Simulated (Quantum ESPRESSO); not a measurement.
## Si2Ge5C (input and log of a self-consistent run)

Simulated, not a measurement. The program is pw.x of Quantum ESPRESSO 7.5 (plane-wave density functional theory). The cell is made up: 8 atoms on a zincblende/diamond lattice, with randomly drawn elements, strain and displacements, not relaxed. PseudoDojo standard norm-conserving files (v0.5 for PBE, v0.4.1 for LDA and PBEsol) set the functional; there is no spin polarisation, spin-orbit coupling or dispersion term, and the masses in the input are unused placeholders.

Input:

```
&control calculation='scf', pseudo_dir='./dojo.nc.sr.pbe.v0_5.standard.upf', outdir='./o', disk_io='medium', tprnfor=.true., tstress=.true. /
&system ibrav=0, nat=8, ntyp=3, nbnd=51, ecutwfc=82.02448710, nosym=.true., tot_charge=0,
 occupations='smearing', smearing='fd', degauss=0.0073498644
/
&electrons conv_thr=7.350e-09, electron_maxstep=60, /
ATOMIC_SPECIES
C 1.0 C.upf
Ge 1.0 Ge.upf
Si 1.0 Si.upf
CELL_PARAMETERS angstrom
5.5743 0.0317 -0.0424
0.0317 5.4554 0.0294
-0.0424 0.0294 5.4764
ATOMIC_POSITIONS angstrom
Si -0.0403 0.0082 -0.0427
Ge -0.0058 2.7483 2.774
Si 2.6957 0.0733 2.7185
Ge 2.7442 2.6948 0.0277
Ge 1.4187 1.4161 1.4024
C 1.3722 4.1307 4.0733
Ge 4.162 1.3715 4.1049
Ge 4.1763 4.1352 1.379
K_POINTS automatic
6 6 6 1 1 1
```

The log is shortened where brackets say so; the opening notice, blank lines, dates and the lines on written files are dropped, and the path of the files is cut. It prints rydbergs, bohrs and kilobars, and counts compression as positive stress.

```
     Program PWSCF v.7.5
     Parallel version (MPI & OpenMP), running on       1 processor cores
     Number of MPI processes:                 1
     Threads/MPI process:                     1
     [start-up lines left out]
     bravais-lattice index     =            0
     lattice parameter (alat)  =      10.5344  a.u.
     unit-cell volume          =    1123.7145 (a.u.)^3
     number of atoms/cell      =            8
     number of atomic types    =            3
     number of electrons       =        82.00
     number of Kohn-Sham states=           51
     kinetic-energy cutoff     =      82.0245  Ry
     charge density cutoff     =     328.0979  Ry
     scf convergence threshold =      7.3E-09
     mixing beta               =       0.7000
     number of iterations used =            8  plain     mixing
     Exchange-correlation= PBE
                           (   1   4   3   4   0   0   0)
     [axes and pseudopotential details left out]
   Cartesian axes
     site n.     atom                  positions (alat units)
         1        Si     tau(   1) = (  -0.0072293   0.0014710  -0.0076598  )
         2        Ge     tau(   2) = (  -0.0010404   0.4930083   0.4976185  )
         3        Si     tau(   3) = (   0.4835725   0.0131490   0.4876626  )
         4        Ge     tau(   4) = (   0.4922728   0.4834111   0.0049690  )
         5        Ge     tau(   5) = (   0.2544958   0.2540294   0.2515718  )
         6        C      tau(   6) = (   0.2461543   0.7409924   0.7306956  )
         7        Ge     tau(   7) = (   0.7466072   0.2460288   0.7363642  )
         8        Ge     tau(   8) = (   0.7491724   0.7417996   0.2473742  )
     number of k points=   108  Fermi-Dirac smearing, width (Ry)=  0.0073
     Number of k-points >= 100: set verbosity='high' to print them.
     Dense  grid:   112787 G-vectors     FFT dimensions: (  64,  60,  60)
     Estimated max dynamical RAM per process >     158.22 MB
     Initial potential from superposition of free atoms
     starting charge      81.9946, renormalised to      82.0000
     Starting wfcs are   57 randomized atomic wfcs
     total cpu time spent up to now is       48.2 secs
     per-process dynamical memory:    98.6 Mb
     Self-consistent Calculation
     iteration #  1     ecut=    82.02 Ry     beta= 0.70
     Davidson diagonalization with overlap
     ethr =  1.00E-02,  avg # of iterations =  3.1
     Threshold (ethr) on eigenvalues was too large:
     Diagonalizing with lowered threshold
     Davidson diagonalization with overlap
     ethr =  4.32E-04,  avg # of iterations =  4.3
     total cpu time spent up to now is      275.6 secs
     total energy              =    -921.75266034 Ry
     estimated scf accuracy    <       0.35864902 Ry
     iteration #  2     ecut=    82.02 Ry     beta= 0.70
     Davidson diagonalization with overlap
     ethr =  4.37E-04,  avg # of iterations =  6.5
     total cpu time spent up to now is      395.7 secs
     total energy              =    -921.69787606 Ry
     estimated scf accuracy    <       1.06652124 Ry
     iteration #  3     ecut=    82.02 Ry     beta= 0.70
     Davidson diagonalization with overlap
     ethr =  4.37E-04,  avg # of iterations =  3.6
     total cpu time spent up to now is      504.3 secs
     total energy              =    -921.88334246 Ry
     estimated scf accuracy    <       0.02228389 Ry
     iteration #  4     ecut=    82.02 Ry     beta= 0.70
     Davidson diagonalization with overlap
     ethr =  2.72E-05,  avg # of iterations =  6.2
     total cpu time spent up to now is      626.7 secs
     total energy              =    -921.88722896 Ry
     estimated scf accuracy    <       0.00323364 Ry
     iteration #  5     ecut=    82.02 Ry     beta= 0.70
     Davidson diagonalization with overlap
     ethr =  3.94E-06,  avg # of iterations =  4.1
     total cpu time spent up to now is      744.6 secs
     total energy              =    -921.88781244 Ry
     estimated scf accuracy    <       0.00026826 Ry
     iteration #  6     ecut=    82.02 Ry     beta= 0.70
     Davidson diagonalization with overlap
     ethr =  3.27E-07,  avg # of iterations =  2.2
     total cpu time spent up to now is      864.3 secs
     total energy              =    -921.88787110 Ry
     estimated scf accuracy    <       0.00004248 Ry
     iteration #  7     ecut=    82.02 Ry     beta= 0.70
     Davidson diagonalization with overlap
     ethr =  5.18E-08,  avg # of iterations =  2.5
     total cpu time spent up to now is      976.0 secs
     total energy              =    -921.88788093 Ry
     estimated scf accuracy    <       0.00000189 Ry
     iteration #  8     ecut=    82.02 Ry     beta= 0.70
     Davidson diagonalization with overlap
     ethr =  2.30E-09,  avg # of iterations =  3.9
     total cpu time spent up to now is     1093.0 secs
     total energy              =    -921.88788136 Ry
     estimated scf accuracy    <       0.00000036 Ry
     iteration #  9     ecut=    82.02 Ry     beta= 0.70
     Davidson diagonalization with overlap
     ethr =  4.44E-10,  avg # of iterations =  2.0
     total cpu time spent up to now is     1198.9 secs
     total energy              =    -921.88788143 Ry
     estimated scf accuracy    <       0.00000002 Ry
     iteration # 10     ecut=    82.02 Ry     beta= 0.70
     Davidson diagonalization with overlap
     ethr =  2.96E-11,  avg # of iterations =  3.7
     total cpu time spent up to now is     1310.5 secs
     End of self-consistent calculation
     Number of k-points >= 100: set verbosity='high' to print the bands.
     the Fermi energy is     8.0703 ev
!    total energy              =    -921.88788143 Ry
     estimated scf accuracy    <          6.5E-09 Ry
     smearing contrib. (-TS)   =      -0.00146452 Ry
     internal energy E=F+TS    =    -921.88641691 Ry
     The total energy is F=E-TS. E is the sum of the following terms:
     one-electron contribution =    -532.07573788 Ry
     hartree contribution      =     317.14799269 Ry
     xc contribution           =    -228.31917735 Ry
     ewald contribution        =    -478.63949437 Ry
     convergence has been achieved in  10 iterations
     Forces acting on atoms (cartesian axes, Ry/au):
     atom    1 type  3   force =     0.08948780   -0.07372143   -0.00402406
     atom    2 type  2   force =     0.05005353    0.05518094    0.06074631
     atom    3 type  3   force =    -0.01334875   -0.09255623    0.07106420
     atom    4 type  2   force =    -0.00840334    0.08803648   -0.07947711
     atom    5 type  2   force =    -0.06361785   -0.03571343   -0.01970351
     atom    6 type  1   force =    -0.00542766    0.01457521    0.00946748
     atom    7 type  2   force =    -0.03277579    0.01517650   -0.02423419
     atom    8 type  2   force =    -0.01596793    0.02902197   -0.01383913
     Total force =     0.244653     Total SCF correction =     0.000344
     Computing stress (Cartesian axis) and pressure
          total   stress  (Ry/bohr**3)                   (kbar)     P=       -8.18
  -0.00011933  -0.00014946   0.00008302          -17.55      -21.99       12.21
  -0.00014946  -0.00002517  -0.00020933          -21.99       -3.70      -30.79
   0.00008302  -0.00020933  -0.00002235           12.21      -30.79       -3.29
     init_run     :     43.64s CPU     48.10s WALL (       1 calls)
     electrons    :   1181.24s CPU   1262.26s WALL (       1 calls)
     forces       :     12.95s CPU     13.10s WALL (       1 calls)
     stress       :     53.48s CPU     53.71s WALL (       1 calls)
     [timing details left out]
     PWSCF        :  21m31.85s CPU  23m 0.55s WALL
     JOB DONE.
```

In other units: free energy -12542.924 eV for the cell, pressure -0.82 GPa, largest force component 2.380 eV/Å. A rerun of a related cell, with the same atoms placed differently, at 1347 eV and a 8 x 8 x 8 mesh moved values by no more than 0.005 eV in energy, 0.04 GPa in stress and 0.009 eV/Å in force.